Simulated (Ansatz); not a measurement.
Input and output of a single-point calculation on an ordered 4-atom cell of Sn2TeSe on the rocksalt lattice (R-3m) (the PAW code Ansatz, PBE+SOC). The geometry is the r2SCAN minimum.

Input (YAML):
```yaml
crystal:
  lattice:
    - [2.1911871272, 1.2650824777, 7.1242022606]
    - [-2.1911871272, 1.2650824777, 7.1242022606]
    - [0.0, -2.5301649555, 7.1242022606]
  atoms:
    - { symbol: Se, position: [1.0, 0.0, 0.0] }
    - { symbol: Te, position: [0.5, 0.5, 0.5] }
    - { symbol: Sn, position: [0.2555289086, 0.2555289086, 0.2555289086] }
    - { symbol: Sn, position: [0.7444710914, 0.7444710914, 0.7444710914] }
kpoints:
  mp_grid: { grid: [8, 8, 8] }
  band_path:
    path:
      - [0.0, 0.0, 0.0]
      - [0.5, 0.5, 0.5]
      - [0.8123113378, 0.1876886622, 0.5]
      - [0.5, -0.1876886622, 0.1876886622]
      - [0.5, 0.0, 0.0]
      - [0.3438443311, -0.3438443311, 0.0]
      - [0.6561556689, 0.0, 0.3438443311]
      - [0.5, 0.0, 0.5]
      - [0.5156155669, 0.0, 0.4843844331]
    npoints: 1
hamiltonian:
  xc: pbe
scf:
  occupations: { method: fermi_dirac, width: 0.02 }
  n_extra_bands: 10
magnetization:
  noncollinear: true
  spin_orbit: true
output:
  forces: true
  stress: true
  eigenvalues: true
```

Task: Predict the output.

Result: What the program printed (shortened):
```
scf.n_extra_bands = 10 over 60 filled bands (N_el = 60.0): the run solves 70 bands
Functional definition: PBE
Crystal: 4 atoms, lattice volume = 118.491 Å³
Basis set: ecut = 420 eV, 2345 PW (Γ), FFT grids on a1−a3, a2−a3, a3
Symmetry: 12 space group operations + 12 with time reversal
Magnetic group: BNS 166.98 (UNI 1328)
k-points: 65 of 512
preconditioner: auto → Resta (q_TF=auto, 2.436 Å⁻¹)  ε∞=4.8  [insulator: Δε(μ)=0.357 eV  σ=0.020 eV  ℏωp=15.3 eV]
Magnetization: |M| = 0.0000 μB,  M = (+0.0000, +0.0000, +0.0000) μB
Free energy (F): -24506.024708 eV
Fermi energy:    9.337917 eV
--- Forces (eV/Å), atoms counted from 1 ---
  atom   1  Se      0.00000      0.00000      0.00000
  atom   2  Te      0.00000      0.00000      0.00000
  atom   3  Sn      0.00000      0.00000      0.01675
  atom   4  Sn      0.00000      0.00000    -0.01675
--- Stress (GPa, compression-positive) ---
        0.932072       0.000000       0.000000
        0.000000       0.932072       0.000000
        0.000000       0.000000       0.974208
  P = ⅓ Tr σ = 0.9461 GPa (9.461 kbar)
```
The trailing digits, and the zero of the energies, depend on the potentials and thresholds.

bands.tsv, columns around the gap (it counts bands from 0):
```tsv
# k_distance	band_50	band_51	band_52	band_53	band_54	band_55	band_56	band_57	band_58	band_59	band_60	band_61	band_62	band_63	band_64	band_65	band_66	band_67
# fermi_ev = 9.337917
# [0, 0, 0] at k_distance = 0.000000
# [0.5, 0.5, 0.5] at k_distance = 0.440975
# [0.8123113378, 0.1876886622, 0.5] at k_distance = 1.336521
# [0.5, -0.1876886622, 0.1876886622] at k_distance = 1.648494
# [0.5, 0, 0] at k_distance = 2.186688
# [0.3438443311, -0.3438443311, 0] at k_distance = 2.701780
# [0.6561556689, 0, 0.3438443311] at k_distance = 3.000363
# [0.5, 0, 0.5] at k_distance = 3.448136
# [0.5156155669, 0, 0.4843844331] at k_distance = 3.492913
# levels_relative_to = fermi_ev
0.000	-2.423	-2.423	-2.299	-2.299	-1.828	-1.828	-1.390	-1.390	-0.135	-0.135	0.183	0.183	0.533	0.533	0.830	0.830	3.112	3.112
0.441	-2.436	-2.436	-2.165	-2.165	-1.487	-1.487	-1.242	-1.242	-0.946	-0.946	1.354	1.354	1.565	1.565	1.952	1.952	1.965	1.965
1.337	-4.606	-4.606	-3.482	-3.482	-3.253	-3.253	-1.856	-1.856	-1.750	-1.750	1.609	1.609	1.804	1.804	2.780	2.780	3.415	3.415
1.648	-4.606	-4.606	-3.482	-3.482	-3.253	-3.253	-1.856	-1.856	-1.750	-1.750	1.609	1.609	1.804	1.804	2.780	2.780	3.415	3.415
2.187	-4.061	-4.061	-3.438	-3.438	-2.876	-2.876	-2.387	-2.387	-2.381	-2.381	2.440	2.440	2.441	2.441	2.766	2.766	3.018	3.018
2.702	-4.252	-4.252	-3.893	-3.893	-3.024	-3.024	-2.254	-2.254	-1.001	-1.001	0.798	0.798	2.295	2.295	2.653	2.653	3.585	3.585
3.000	-4.252	-4.252	-3.893	-3.893	-3.024	-3.024	-2.254	-2.254	-1.001	-1.001	0.798	0.798	2.295	2.295	2.653	2.653	3.585	3.585
3.448	-3.956	-3.956	-3.612	-3.612	-2.164	-2.164	-1.731	-1.731	-0.187	-0.187	0.183	0.183	0.576	0.576	0.883	0.883	2.521	2.521
3.493	-3.936	-3.936	-3.598	-3.598	-2.201	-2.201	-1.786	-1.786	-0.165	-0.165	0.058	0.058	0.678	0.678	1.002	1.002	2.547	2.547
```
In order the rows are Γ, T, H₂, H₀, L, S₀, S₂, F, S₂–F (0.90).

PBE+SOC shows no clear gap: PBE's bands cross or nearly cross beside S₂–F (0.90 of the way from S₂), and the 0.22 eV read at that one point says little, since a crossing moves with the functional. Edges are sought over the mesh and the listed points. At this geometry PBE+SOC finds +0.95 GPa, compression counted positive: its own equilibrium volume is larger.

Note: simulated data, non-magnetic, for a generated structure that need not be the stable one.
